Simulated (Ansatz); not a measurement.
One crystal and one scan (scan of one atom of the cell) at two levels, PBE (plane waves to 420 eV, PAW, scalar-relativistic; Ansatz, a first-principles code) and r2SCAN (plane waves to 500 eV, PAW, scalar-relativistic; Ansatz), each from its own relaxed cell and on its own mesh. The cell shown is that of PBE.

Starting cell, BAs (zinc blende):

```xyz
2
Lattice="0.0000 2.4047 2.4047 2.4047 0.0000 2.4047 2.4047 2.4047 0.0000" Properties=species:S:1:pos:R:3 pbc="T T T"
As     3.6070     3.6070     3.6070
B      0.0000     0.0000     0.0000
```

Scan: atom 2 (B, nearest neighbour As at 2.083 Å; its periodic images, 3.4 Å or more away, move with it) is displaced along Cartesian [110], direction (0.707, 0.707, 0.000) in Cartesian axes, by s. The other atoms stay.

E stands for the smeared free energy. BAs was relaxed with its symmetry unable to fall. As the smearing reaches across the gap at some points, energies and forces of such displacements shift with the k mesh and the smearing. Percentages come from the unrounded values.

Results of PBE:

Lattice constant a (Å): 4.809
Force constant k = d²E/ds² at s = 0 (finite differences) (eV/Å²): 15.98
Shape of the curve: a single well with its minimum at or next to zero displacement

**Question.** What does r2SCAN give for the same quantities?

**Answer.** 
| quantity | r2SCAN | PBE − r2SCAN |
|---|---|---|
| Lattice constant a (Å) | 4.784 | +0.025 (+0.5 %) |
| Force constant k = d²E/ds² at s = 0 (finite differences) (eV/Å²) | 16.92 | -0.94 (-5.6 %) |

PBE gives the higher value for: lattice constant a. PBE gives the lower value for: force constant k = d²E/ds² at s = 0. Both give the same shape of the curve: a single well with its minimum at or next to zero displacement.

(A displaced cell: forces are minus the slopes of the energy, force constants its curvatures, and phonons follow from these.)
